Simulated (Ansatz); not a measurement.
InPt3C (anti-perovskite, Pm-3m), a = 4.222 Å, b = 4.222 Å, c = 4.222 Å, α = 90.00°, β = 90.00°, γ = 90.00°.

Relaxed with r²SCAN.

Task: Tabulate the valence density and the electron localisation function along the shortest In–Pt contact (2.99 Å), the program Ansatz at the r²SCAN level (PAW).

Result: 

```
distance from In (Å)  density (e/Å³)   ELF
--------------------  --------------  ----
0.30                            9.17  0.00
0.45                            5.97  0.03
0.60                            3.35  0.12
0.75                            1.63  0.22
0.90                            0.75  0.24
1.04                            0.40  0.19
1.19                            0.26  0.17
1.34                            0.22  0.21
1.49                            0.23  0.27
1.64                            0.28  0.29
1.79                            0.40  0.29
1.94                            0.67  0.32
2.09                            1.33  0.40
2.24                            2.84  0.51
2.39                            5.19  0.60
2.54                            7.88  0.65
2.69                           10.14  0.66
```

The density is the valence pseudo-density with augmentation charge, so density and ELF within about 1 Å of a nucleus are not all-electron values.

The start of the workflow was typed in or built on a structure type; neither database checked (COD, Materials Project) lists it. Its standing as an ambient phase is unchecked. The cell was relaxed with r²SCAN under the symmetry of its start. At this level the phase is mechanically unstable. The run is not spin-polarised. Its formation energy is positive at this level, so the cell may be metastable or incomplete. Scalar-relativistic: spin–orbit coupling is off unless named, which matters more the heavier the elements.

Potentials: the later of the program's two PAW sets.
